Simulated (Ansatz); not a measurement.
Relaxation of a relaxed Be cell, doubled along one cell vector, shaken by Gaussian noise of σ = 0.08 Å a coordinate; 2 atoms in the cell, which starts as P-1 (No. 2), aP2; a = b = 2.226 Å, c = 3.855 Å, α = β = 73.22°, γ = 60.00°. Computed with PBEsol (plane waves to 420 eV, PAW, scalar-relativistic; Ansatz, an electronic-structure program). Γ-centred k-mesh 18×9×18 on the run's cell (coarser than for final values), Fermi–Dirac smearing 0.05 eV. This is the first round of the run. 

The optimiser's lines from the output (shortened; P is positive under compression):

```
relax step   1: F+E_penalty+E_count = -180.45977139 eV  Δ(F+E_penalty+E_count) = +0.000e0 eV  max|allowed force component| = 5.892e-1 eV/Å  Δτ_max = 0.0000 Å  P = +1.130 GPa  Ω = 15.592 Å³  (6 SCF iters, dr2 threshold 1.00e-7 eV, accepted)
relax step   2: F+E_penalty+E_count = -180.53006562 eV  Δ(F+E_penalty+E_count) = -7.029e-2 eV  max|allowed force component| = 2.312e-1 eV/Å  Δτ_max = 0.0718 Å  P = +0.485 GPa  Ω = 15.571 Å³  (4 SCF iters, dr2 threshold 2.00e-7 eV, accepted)
relax step   3: F+E_penalty+E_count = -180.54065601 eV  Δ(F+E_penalty+E_count) = -1.059e-2 eV  max|allowed force component| = 4.789e-2 eV/Å  Δτ_max = 0.0493 Å  P = +0.437 GPa  Ω = 15.565 Å³  (4 SCF iters, dr2 threshold 2.00e-7 eV, accepted)
relax step   4: F+E_penalty+E_count = -180.54139588 eV  Δ(F+E_penalty+E_count) = -7.399e-4 eV  max|allowed force component| = 1.217e-3 eV/Å  Δτ_max = 0.0082 Å  P = +0.024 GPa  Ω = 15.618 Å³  (4 SCF iters, dr2 threshold 2.00e-7 eV, accepted)
relax step   5: F+E_penalty+E_count = -180.54140230 eV  Δ(F+E_penalty+E_count) = -6.422e-6 eV  max|allowed force component| = 1.784e-4 eV/Å  Δτ_max = 0.0002 Å  P = +0.001 GPa  Ω = 15.621 Å³  (3 SCF iters, dr2 threshold 3.95e-8 eV, accepted)
relax step   6: F+E_penalty+E_count = -180.54140276 eV  Δ(F+E_penalty+E_count) = -4.640e-7 eV  max|allowed force component| = 1.157e-4 eV/Å  Δτ_max = 0.0000 Å  P = +0.000 GPa  Ω = 15.621 Å³  (4 SCF iters, dr2 threshold 2.02e-9 eV, accepted)
relax step   7: F+E_penalty+E_count = -180.54140626 eV  Δ(F+E_penalty+E_count) = -3.499e-6 eV  max|allowed force component| = 1.155e-4 eV/Å  Δτ_max = 0.0000 Å  P = +0.002 GPa  Ω = 15.621 Å³  stress off target by 2.56e-3 GPa  SCF on the basis re-selected at this cell (its energy is not comparable with the rows above)  (3 SCF iters)
```

From the first to the last row the energy changes by -0.04 eV/atom and the volume by +0.2 %. The last row is marked as not comparable with the walk above it, whose basis was carried along; it does compare with step 1, since both stand on a basis selected at the nominal cutoff for their own cell.

Later rounds, restarted from the end of this one on a renewed k-mesh, logged 4 more steps and released under 0.01 eV/atom more. The final structure after all rounds: Fm-3m (No. 225), cF4, fcc (Cu type); a = b = c = 3.1476 Å, α = β = γ = 90.00°. No spin polarisation in the result.

The run could not lose the symmetry of its start, so the end can be a saddle point.

The relaxed structure here is a generated cell of Be: the first start was made by a random draw of sites in a space group, and the end was not matched to a known phase here, so it may be hypothetical. Known forms of Be include space group No. 194.
